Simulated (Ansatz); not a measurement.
Space group Pm-3m (No. 221). a = 4.181 Å, b = 4.181 Å, c = 4.181 Å, α = 90.00°, β = 90.00°, γ = 90.00°
```csv
atom,site,symmetry,x,y,z
K,1b,m-3m,0.5000,0.5000,0.5000
Mn,1a,m-3m,0.0000,0.0000,0.0000
F,3d,4/mm.m,0.5000,0.0000,0.0000
```

Equation of state of this KMnF$_{3}$ structure (not necessarily the ground state), with shape and atoms relaxed at each volume where symmetry leaves them free. The calculation used DFT PBEsol, scalar-relativistic, plane waves, PAW (Ansatz 0.2.0).

Settings: cutoff 420 eV, Γ-centred mesh 6×6×6 on the computed 5-atom cell, Gaussian smearing of 0.02 eV; collinear spin.

```
V (Å³/atom) E − E(largest V) (meV/atom) P (GPa) gap on mesh (eV)
     13.744                         2.23     4.91              0.93
     14.183                        -7.49     2.23              0.99
     14.622                       -10.35    -0.04              1.05
     15.060                        -7.52    -1.95              1.12
     15.499                         0.00    -3.56              1.17
```

Task: Fit a third-order Birch–Murnaghan equation to E(V).

Result: V0 = 14.61 Å³/atom, B0 = 69 GPa, B0' = 5.3.

The cell holds one magnetic atom, so it can only be ferromagnetic; an antiferromagnetic order may lie lower.

Symmetry holds off the tilts and polar distortions that many cubic perovskites undergo.

Cost: 5 runs of about 1.2 core-minutes in all, on Arm Neoverse V1 (shared hosts).